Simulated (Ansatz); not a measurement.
Ansatz (a quantum-chemistry and plane-wave program) input:

Ansatz 0.2 input:
```yaml
crystal:
  lattice:
    - [0.0, 3.2640018308, 3.2640018308]
    - [3.2640018308, 0.0, 3.2640018308]
    - [3.2640018308, 3.2640018308, 0.0]
  atoms:
    - { symbol: Na, position: [0.0, 0.0, 0.0] }
    - { symbol: I, position: [0.5, 0.5, 0.5] }
kpoints:
  mp_grid: { grid: [7, 7, 7] }
basis: { xc_grid: 2 }
hamiltonian:
  xc: pbe
  pseudopotentials: { kind: paw }
scf:
  occupations: { method: fixed }
checkpoint: { read: static.run }
output: { write_density: true, elf: true, volumetric_format: npy }
```

Output (shortened):

```
Pseudopotential: Na, paw, valence charge 9
Pseudopotential: I, paw, valence charge 17
Functional definition: PBE
Crystal: 2 atoms, lattice volume = 69.547 Å³
Basis set: ecut = 420 eV, 1363 PW (Γ), exchange–correlation on 64×64×64 points (8 copies of the dense FFT grid, shifted against one another)
Bands: 17, of which v1, the nominal top of the filled ones, is band 13 counted from 1 (12 counted from 0)
Symmetry: 48 space group operations
Space group: Fm-3m (ITA 225), of the structure as read, at distance tolerance 4.1e-5 Å
k-points: 20 of 343
Stability of the state it starts from, as read at its close in the unpolarized treatment …
iter 1 solved again at ethr=3.64e-6 eV; its pass at ethr=3.10e-3 eV (dr2=9.48e-4 eV) is discarded
SCF iter   1: F=—  HF=-9001.884957 eV  |F-HF|=—  |Δ(HF+E_count)|=         —  Δρ=6.17e-6  dr2=3.69e-8  ethr=3.64e-6  ⟨swp⟩=2.0  Hψ=2288  notcnv=0  defer=36
preconditioner: auto → none
SCF iter   2: F=—  HF=-9001.884963 eV  |F-HF|=—  |Δ(HF+E_count)|=   5.66e-6  Δρ=4.99e-6  dr2=3.14e-8  ethr=1.42e-10  ⟨swp⟩=8.1  Hψ=1708  notcnv=0
SCF iter   3: F=-9001.884963 eV  HF=-9001.884963 eV  |F-HF|=5.70e-9  |Δ(HF+E_count)|=   9.31e-9  Δρ=2.64e-6  dr2=7.82e-9  ethr=1.21e-10  ⟨swp⟩=1.0  Hψ=823  notcnv=0
SCF 1 converged in 3 iterations: F = -9001.884963 eV  dr2 = 7.82e-9
SCF converged after 3 iterations
Free energy (F): -9001.884963 eV
Harris-Foulkes:  -9001.884963 eV  (|F-HF|=5.70e-9)
Internal energy: -9001.884963 eV  (E = F + TS)
E sigma→0 (E₀):  -9001.884963 eV
Fermi energy:    2.803424 eV
--- Per-component energies (eV) ---
  E_band       = -620.038508
  E_kinetic    = 309.591495
  E_local      = -3382.628151  (includes V_loc(G=0)·N_el)
  E_nonlocal   = 24.919043
  E_hartree    = 1532.518940
  E_xc         = -167.193385
  E_vxc        = -178.890714  (∫ρ·V_xc dr)
  E_paw        = -5080.336112  (= ΣΔE_a)
  E_vpaw       = -458.062896  (= ΣTr[D̂ρ^β])
  E_aug_tail   = -0.000045  (compensation charges beyond the density's cutoff)
  E_ewald      = -2238.756747
  E_smearing   =  0.000000  (= −TS)
  E_closure    =  0.000000  (closes the sum)
  Σ components = -9001.884963   (vs F -9001.884963, Δ=0.00e0)
  [band-id]    e_kinetic+e_local+e_nonlocal+2·e_hartree+e_vxc+e_vpaw+e_augmentation_tail = -620.033387   (vs E_band -620.038508, Δ=5.12e-3)
--- Band table (eV; the first three rows and the last of 20) ---
  k-point 0: bands = ["-47.7516", "-40.2204", "-40.2204", "-40.2172", "-40.2172", "-40.2172", "-19.6644", "-19.6644", "-19.6644", "-8.1497", "2.8034", "2.8034", "2.8034", "6.3813", "10.7623", "10.7623", "10.7623"]
  k-point 1: bands = ["-47.7516", "-40.2204", "-40.2204", "-40.2172", "-40.2172", "-40.2172", "-19.6652", "-19.6644", "-19.6644", "-8.0984", "2.2537", "2.7498", "2.7498", "7.0114", "10.3259", "10.9287", "10.9287"]
  k-point 2: bands = ["-47.7515", "-40.2204", "-40.2204", "-40.2172", "-40.2172", "-40.2172", "-19.6672", "-19.6645", "-19.6645", "-7.9783", "1.3583", "2.6358", "2.6358", "7.7936", "10.4062", "10.6547", "10.6547"]
  k-point 19: bands = ["-47.7515", "-40.2204", "-40.2204", "-40.2172", "-40.2171", "-40.2171", "-19.6670", "-19.6670", "-19.6656", "-7.7878", "1.3855", "1.4430", "2.0855", "8.4839", "9.7957", "10.7034", "11.0588"]
```

Cost: around 1.0 core-seconds (rough) on shared cores.

Symmetry was held in the PBE relaxation; phonons on a q-mesh show no instability. Scalar-relativistic: spin–orbit coupling is off unless named, which matters more the heavier the elements.

Potentials: the later of the program's two PAW sets.

Ansatz is a plane-wave DFT program.
